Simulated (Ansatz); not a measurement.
## Elastic constants of CaPb: input and output

Method: DFT LDA, scalar-relativistic, plane waves, PAW (Ansatz).

It can be run as:
```bash
ansatz run input.yaml --threads 1 --pin off --backend cpu --events-out ev --progress --plain --runs-dir out  # memory cap (--max-ram) not shown
```

Input (bare energies are in eV):
```yaml
crystal:
  lattice:
    - [3.4817291554, 0.0, 0.0]
    - [0.0, 3.4817291554, 0.0]
    - [0.0, 0.0, 4.5025420229]
  atoms:
    - { symbol: Ca, position: [0.0, 0.0, 0.0] }
    - { symbol: Pb, position: [0.5, 0.5, 0.5] }
basis:
  ecutwfc: 420
kpoints:
  mp_grid: { grid: [12, 12, 10] }
hamiltonian:
  xc: lda
scf:
  occupations: { method: fermi_dirac, width: 0.15 }
output:
  forces: true
  stress: true
  eigenvalues: true
elastic:
  mode: relaxed_ion
  amplitude: 0.005
```

From the output:
```
--- Elastic constants: 4 strain directions × 4 members + reference (group order 16) ---
  dense FFT box of the reference and of every strained cell: 24×24×32
  strains applied: 11, 33, 23, 12; error gains: componentwise 1.00 (the most a stress slope's error grows in a printed constant), spectral 1.41 (1 for all six strains in a standard setting)
  C = ∂σ_k/∂η_j (tension-positive GPa; Voigt order 11 22 33 23 13 12):
        82.046     13.052     29.155      0.000      0.000     -0.000
        13.052     82.046     29.155      0.000      0.000     -0.000
        29.161     29.161     87.071      0.000      0.000     -0.000
         0.000      0.000      0.000     24.271      0.000      0.000
         0.000      0.000      0.000      0.000     24.271      0.000
        -0.000      0.000      0.000      0.000      0.000     18.395
  reference stress σ⁰ (GPa):      0.007      0.007      0.002     -0.000     -0.000     -0.000
  C* (energy form; C + prestress term) asymmetry max|C*_kj − C*_jk| = 1.255e-4 GPa — a small one proves nothing (zero by symmetry where the batch's group is 432, −43m or m−3m); a large one is finite-difference/SCF noise where every solve ...
  moduli (Voigt/Reuss/Hill, GPa): K = 43.77/43.12/43.44   G = 25.37/24.31/24.84   E = 62.60   ν = 0.260
  mechanically stable: yes (min eigenvalue of sym C = 18.39 GPa)
  strain η (Voigt 11):  stress-route row diagonal C_11 = 82.05 GPa, energy-path curvature d²(F+E_count+ΔE)/dδ²/Ω₀ = 82.05 GPa
    cells at ±δ against ±2δ: C11 82.07 and 82.13 GPa, apart by 0.08 % of the column's largest entry
         δ    σ_11 (GPa) F (eV) n_scf n_hpsi n_pw
    -1.000e-2      -0.8565      -13376.2632321      10  106750   1082   relax 0 steps, max|allowed force component| 3.25e-30 eV/Å
    -5.000e-3      -0.4136      -13376.2643108       4   76825   1082   relax 0 steps, max|allowed force component| 3.35e-30 eV/Å
     5.000e-3       0.4071      -13376.2642977       4   75949   1104   relax 0 steps, max|allowed force component| 1.41e-28 eV/Å
     1.000e-2       0.7861      -13376.2632792       7   87078   1112   relax 0 steps, max|allowed force component| 3.06e-30 eV/Å
  strain η (Voigt 33):  stress-route row diagonal C_33 = 87.07 GPa, energy-path curvature d²(F+E_count+ΔE)/dδ²/Ω₀ = 87.07 GPa
    cells at ±δ against ±2δ: C33 87.05 and 86.97 GPa, apart by 0.09 % of the column's largest entry
         δ    σ_33 (GPa) F (eV) n_scf n_hpsi n_pw
    -1.000e-2      -0.8794      -13376.2631638      10   61838   1076   relax 0 steps, max|allowed force component| 1.68e-30 eV/Å
    -5.000e-3      -0.4364      -13376.2642841       4   45668   1084   relax 0 steps, max|allowed force component| 1.61e-29 eV/Å
     5.000e-3       0.4341      -13376.2642826       4   44574   1112   relax 0 steps, max|allowed force component| 1.72e-28 eV/Å
     1.000e-2       0.8600      -13376.2631787       8   50399   1112   relax 0 steps, max|allowed force component| 1.97e-30 eV/Å
  strain η (Voigt 23):  stress-route row diagonal C_44 = 24.27 GPa, energy-path curvature d²(F+E_count+ΔE)/dδ²/Ω₀ = 24.27 GPa
    cells at ±δ against ±2δ: C44 24.27 and 24.28 GPa, apart by 0.04 % of the column's largest entry
         δ    σ_23 (GPa) F (eV) n_scf n_hpsi n_pw
    -1.000e-2      -0.2428      -13376.2642404       8  143157   1084   relax 0 steps, max|allowed force component| 0.00e0 eV/Å
    -5.000e-3      -0.1214      -13376.2645504       3  105718   1084   relax 0 steps, max|allowed force component| 0.00e0 eV/Å
     5.000e-3       0.1214      -13376.2645504       3  107450   1084   relax 0 steps, max|allowed force component| 0.00e0 eV/Å
     1.000e-2       0.2428      -13376.2642404       7  123547   1084   relax 0 steps, max|allowed force component| 0.00e0 eV/Å
  strain η (Voigt 12):  stress-route row diagonal C_66 = 18.39 GPa, energy-path curvature d²(F+E_count+ΔE)/dδ²/Ω₀ = 18.39 GPa
    cells at ±δ against ±2δ: C66 18.40 and 18.40 GPa, apart by 0.02 % of the column's largest entry
         δ    σ_12 (GPa) F (eV) n_scf n_hpsi n_pw
    -1.000e-2      -0.1840      -13376.2643409       8   84530   1088   relax 0 steps, max|allowed force component| 5.29e-29 eV/Å
    -5.000e-3      -0.0920      -13376.2645754       3   61814   1086   relax 0 steps, max|allowed force component| 8.05e-29 eV/Å
     5.000e-3       0.0920      -13376.2645754       3   61983   1086   relax 0 steps, max|allowed force component| 1.89e-29 eV/Å
     1.000e-2       0.1840      -13376.2643409       7   72803   1088   relax 0 steps, max|allowed force component| 8.76e-29 eV/Å
```

In a metal, frequencies and elastic constants depend on the k mesh and the smearing, soft modes and shear constants most. Spin–orbit coupling is left out, which can shift energies with elements as heavy as these.

The least eigenvalue is 18.4 GPa; in a metal on this mesh the verdict on stability isn't firm within about 20 GPa or a tenth of the bulk modulus.